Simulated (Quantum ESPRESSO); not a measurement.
```cif
data_HgTe
_chemical_formula_sum 'Te1 Hg1'
_space_group_name_H-M_alt 'P 1'
_space_group_IT_number 1
_cell_length_a 4.60238
_cell_length_b 4.60238
_cell_length_c 4.60238
_cell_angle_alpha 60.000
_cell_angle_beta 60.000
_cell_angle_gamma 60.000
loop_
_space_group_symop_operation_xyz
  'x, y, z'
loop_
_atom_site_label
_atom_site_type_symbol
_atom_site_fract_x
_atom_site_fract_y
_atom_site_fract_z
_atom_site_occupancy
Te1 Te 0.75000 0.75000 0.75000 1
Hg1 Hg 0.00000 0.00000 0.00000 1
```

Cell and atoms were relaxed with PBEsol from Materials Project entry mp-2730, within its symmetry.

Problem. What does norm-conserving PBEsol (Quantum ESPRESSO, 82 Ry, without SOC) give for the electronic structure near the Fermi level?

Solution. At this level the gap is closed or nearly so: along the path the highest valence and lowest conduction bands touch, or overlap by less than 0.6 eV, a zero-gap or semimetallic result; the valence top lies at Γ, the conduction bottom at Γ. Spin-orbit coupling is left out, which matters for elements this heavy: edges can move by tenths of an eV.
